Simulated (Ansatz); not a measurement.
GaSb:
```cif
data_Ga2Sb2
_chemical_formula_sum 'Ga2 Sb2'
_space_group_name_H-M_alt 'Immm'
_space_group_IT_number 71
_space_group_name_Hall '-I 2 2'
_cell_length_a 3.14874
_cell_length_b 5.10422
_cell_length_c 5.65377
_cell_angle_alpha 90.000
_cell_angle_beta 90.000
_cell_angle_gamma 90.000
loop_
_atom_site_label
_atom_site_type_symbol
_atom_site_symmetry_multiplicity
_atom_site_Wyckoff_symbol
_atom_site_fract_x
_atom_site_fract_y
_atom_site_fract_z
_atom_site_occupancy
Ga1 Ga 2 a 0.00000 0.00000 0.00000 1
Sb1 Sb 2 c 0.00000 0.00000 0.50000 1
```
(The calculation used a cell of 2 atoms; values per cell refer to that cell.)

This is the PBEsol-relaxed structure.

Problem. All from PBEsol (plane waves, PAW; program Ansatz), unless another level is named. Estimate the electronic character.

Solution. metallic (no gap).

Problem. What about the density of states at the Fermi level?

Solution. 0.38 states/eV per atom (mean over ±0.08 eV).

Problem. What about the gap with spin–orbit coupling?

Solution. none (metallic).

The first step of the workflow began from a Materials Project structure, measured or hypothetical; the Crystallography Open Database copy checked does not list it. It is not the phase usual at ambient conditions (space group No. 216). The PBEsol relaxation kept the symmetry of its start; of distortions, only those at the zone centre were tested, and some modes there are weakly imaginary. Spin–orbit coupling is left out wherever it is not named.

Potentials: the earlier of the program's two PAW sets.
